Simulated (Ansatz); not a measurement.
**Ir2Rh (P-3m1)**

The calculation used DFT PBE, scalar-relativistic, plane waves, PAW in Ansatz 0.2.0.

Cutoff 420 eV; k points 18×18×4 on the computed 6-atom cell (Γ-centred); Gaussian smearing, width 0.10 eV; no spin polarisation.

The structure is relaxed at this level of theory with its symmetry kept, and needn't be the ground state of this composition.

```
Ir Rh
1.0
     2.74073    0.00000    0.00000
    -1.37036    2.37354    0.00000
     0.00000    0.00000   13.29178
Ir Rh
4 2
Direct
  0.33333 0.66667 0.91592
  0.33333 0.66667 0.25093
  0.66667 0.33333 0.08408
  0.66667 0.33333 0.74907
  0.33333 0.66667 0.58339
  0.66667 0.33333 0.41661
```

- Space group: P-3m1 (No. 164)
- Volume per atom: 14.41 Å³
- Formation energy from the elements' standard states (uncorrected): +0.054 eV/atom
- Kohn–Sham band gap: none (metal)
- Density of states at the Fermi level: 7.7 states/eV per cell
- Orbital (Löwdin) character within 0.5 eV of the Fermi level: Ir 5d 57 %, Rh 4d 39 %
- Bader charge by site (e): Ir (2 in the cell) 0.00, Ir (2 in the cell) -0.03, Rh (2 in the cell) 0.03

Spin-orbit coupling is left out, which matters for the bands of heavy elements.

Another cell of Ir2Rh relaxed alike, in P-3m1, lies 68 meV/atom lower, so this cell isn't the stable form at this level.

The cell was found from a structure generator's guess, not taken from experiment. Löwdin shares on free-atom orbitals overweight diffuse shells.
